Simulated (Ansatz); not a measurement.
Relaxed-ion elastic tensor of BeMo2 (cubic Laves (MgCu2 type), Fd-3m) in GPa (Voigt order), PBEsol in the plane-wave PAW code Ansatz; density 7.25 g/cm³, 15.35 Å³ per atom.

```json
[
 {"": "1", "1": "200", "2": "163", "3": "163", "4": "0.0", "5": "0.0", "6": "0.0"},
 {"": "2", "1": "163", "2": "200", "3": "163", "4": "0.0", "5": "0.0", "6": "0.0"},
 {"": "3", "1": "163", "2": "163", "3": "200", "4": "0.0", "5": "0.0", "6": "0.0"},
 {"": "4", "1": "0.0", "2": "0.0", "3": "0.0", "4": "54.1", "5": "0.0", "6": "0.0"},
 {"": "5", "1": "0.0", "2": "0.0", "3": "0.0", "4": "0.0", "5": "54.1", "6": "0.0"},
 {"": "6", "1": "0.0", "2": "0.0", "3": "0.0", "4": "0.0", "5": "0.0", "6": "54.1"}
]
```

Question: Is the crystal mechanically stable?

Answer: Yes: the smallest eigenvalue of C is 37.0 GPa.

Question: Work out the Voigt, Reuss and Hill averages.

Answer: K_V = 176, K_R = 176, K_H = 176; G_V = 39.8, G_R = 30.6, G_H = 35.2 GPa.

Question: Give Young's modulus, Poisson's ratio, Pugh's ratio and the universal anisotropy index.

Answer: E = 9KG/(3K + G) = 99.0 GPa; ν = 0.41; K/G = 4.99 (ductile by the Pugh limit of 1.75); A_U = 5G_V/G_R + K_V/K_R − 6 = 1.51.

Question: Estimate the sound speeds and the Debye temperature.

Answer: v_l = √((K + 4G/3)/ρ) = 5540 m/s, v_t = √(G/ρ) = 2200 m/s, mean 2500 m/s; Θ = (h/k)(3n/4πV)^(1/3) v_m = 299 K.

Question: Give the Zener ratio and Young's modulus along [100], [110] and [111].

Answer: A = 2C44/(C11 − C12) = 2.92; 1/E = S11 − 2(S11 − S12 − S44/2)Γ with Γ = 0, 1/4, 1/3 gives 53.7, 102, 147 GPa.

A made-up cell: these elements were put on the sites of a structure type; neither database checked (COD, Materials Project) lists it. Whether it is the stable phase at ambient conditions was not checked. The PBEsol relaxation kept the symmetry of its start; phonons show weakly imaginary modes. The run is not spin-polarised. As this level gives no gap, shear constants depend on the k-mesh and smearing (Fermi–Dirac, 0.1 eV here).

Potentials: the earlier of the program's two PAW sets. The files were generated under PBE; for other functionals the program regenerates the frozen cores, and for LDA and PBEsol the local potential too.
